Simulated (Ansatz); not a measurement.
FePt (CuAu type, space group P4/mmm)

```xyz
4
Lattice="5.4601 0.0000 0.0000 0.0000 2.7301 0.0000 0.0000 0.0000 3.7639" Properties=species:S:1:pos:R:3 pbc="T T T"
Fe     1.3650     1.3650     1.8819
Fe     4.0951     1.3650     1.8819
Pt     0.0000     0.0000     0.0000
Pt     2.7301     0.0000     0.0000
```

Scan: atom 3 (Pt, nearest neighbour Fe at 2.696 Å; its periodic images, 2.7 Å or more away, move with it) is displaced along Cartesian [111], direction (0.577, 0.577, 0.577) in Cartesian axes, by s. The other atoms stay.

Computed with PBE (plane waves to 420 eV, PAW, scalar-relativistic; Ansatz, a first-principles code). k mesh 7×14×10 (Γ-centred), Fermi-Dirac smearing 0.05 eV. E stands for the smeared free energy. Stress and pressure are positive under compression. With partly filled bands, energies and forces of such displacements shift with the k mesh and the smearing. FePt was relaxed with its symmetry unable to fall. Relaxed FePt ends ferromagnetic. Spin-orbit coupling is left out, though Pt is heavy. Other magnetic orders were not checked, so this need not be the ground state. ΔE is measured from the undisplaced structure.

### Question
What ΔE (meV/cell) and P (GPa) does the calculation give at s (Å) = -0.540, -0.432, -0.324, -0.216, -0.108, 0.108, 0.432, 0.540?

### Answer
```tsv
s (Å)	ΔE (meV/cell)	P (GPa)
-0.540	1606	16.5
-0.432	944	10.1
-0.324	493	5.5
-0.216	207	2.3
-0.108	50	0.6
0.108	50	0.6
0.432	944	10.1
0.540	1606	16.5
```

(For displaced atoms, the force is minus the slope of the energy, and its curvature is a force constant, which sets phonon frequencies.)
